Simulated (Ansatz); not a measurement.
HgTe:
```cif
data_Hg4Te4
_chemical_formula_sum 'Te4 Hg4'
_space_group_name_H-M_alt 'F-43m'
_space_group_IT_number 216
_space_group_name_Hall 'F -4 2 3'
_cell_length_a 6.65068
_cell_length_b 6.65068
_cell_length_c 6.65068
_cell_angle_alpha 90.000
_cell_angle_beta 90.000
_cell_angle_gamma 90.000
loop_
_atom_site_label
_atom_site_type_symbol
_atom_site_symmetry_multiplicity
_atom_site_Wyckoff_symbol
_atom_site_fract_x
_atom_site_fract_y
_atom_site_fract_z
_atom_site_occupancy
Te1 Te 4 c 0.25000 0.25000 0.25000 1
Hg1 Hg 4 a 0.00000 0.00000 0.00000 1
```
(The calculation used a cell of 2 atoms; values per cell refer to that cell.)

This is the PBE-relaxed structure.

Question: All from PBE (plane waves, PAW; program Ansatz), unless another level is named. Predict the vibrational entropy at 300 K.

Answer: 56.0 J/(K·mol of atoms).

Question: Give the Hill bulk and shear moduli.

Answer: 34.2 and 13.1 GPa.

Question: What about the highest zone-centre frequency?

Answer: 97 cm⁻¹.

The PBE relaxation kept the symmetry of its start; phonons on a q-mesh show no instability. As this level gives no gap, shear constants depend on the k-mesh and smearing (Fermi–Dirac, 0.1 eV here). As this level gives no gap, phonon frequencies hold no LO–TO term and depend on the k-mesh and smearing (Fermi–Dirac, 0.1 eV here). Scalar-relativistic: spin–orbit coupling is off unless named, which matters more the heavier the elements.

Potentials: the later of the program's two PAW sets.
